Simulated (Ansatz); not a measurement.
TaSnS:
```
TaSnS
1.0
    3.88184     0.00000     0.00000
    0.00000     3.88184     0.00000
    0.00000     0.00000     7.70919
Ta Sn S
2 2 2
Direct
  0.00000   0.50000   0.70897
  0.50000   0.00000   0.29103
  0.00000   0.00000   0.00000
  0.50000   0.50000   0.00000
  0.50000   0.00000   0.62120
  0.00000   0.50000   0.37880
```

This is the PBE-relaxed structure.

All from the program Ansatz at the PBE level (PAW), unless another level is named. Estimate the electronic character.

metallic (no gap).

Give the density of states at the Fermi level.

0.55 states/eV per atom (mean over ±0.08 eV).

And the formation energy from the elements (no fitted shifts)?

0.039 eV/atom.

Space group P4/nmm. The start of the workflow was typed in or built on a structure type; neither database checked (COD, Materials Project) lists it. Its standing as an ambient phase is unchecked. The cell was relaxed with PBE under the symmetry of its start; its stability against distortions is not shown here. The run is not spin-polarised. The volume moved by -18 % from the start of the relaxation. The references are the lowest solids computed at this level, not always the standard phases. Scalar-relativistic: spin–orbit coupling is off unless named, which matters more the heavier the elements.

Potentials: the earlier of the program's two PAW sets.
